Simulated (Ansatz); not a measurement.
Given:

In (simple cubic, space group No. 221), a = b = c = 3.093 Å, α = β = γ = 90.00°.

This is the PBE-relaxed structure.

Problem. All from DFT-PBE in the program Ansatz with PAW potentials, unless another level is named. Give the density of states at the Fermi level.

Solution. 0.58 states/eV per atom (mean over ±0.08 eV).

Problem. Give the gap with spin–orbit coupling.

Solution. none (metallic).

Space group Pm-3m (simple cubic). The cell is a constructed one: a structure type filled with these elements; neither database checked (COD, Materials Project) lists it. It is not the phase usual at ambient conditions (space group No. 139). The PBE relaxation kept the symmetry of its start. At this level the phase is mechanically unstable. Scalar-relativistic: spin–orbit coupling is off unless named, which matters more the heavier the elements.

Potentials: the later of the program's two PAW sets.
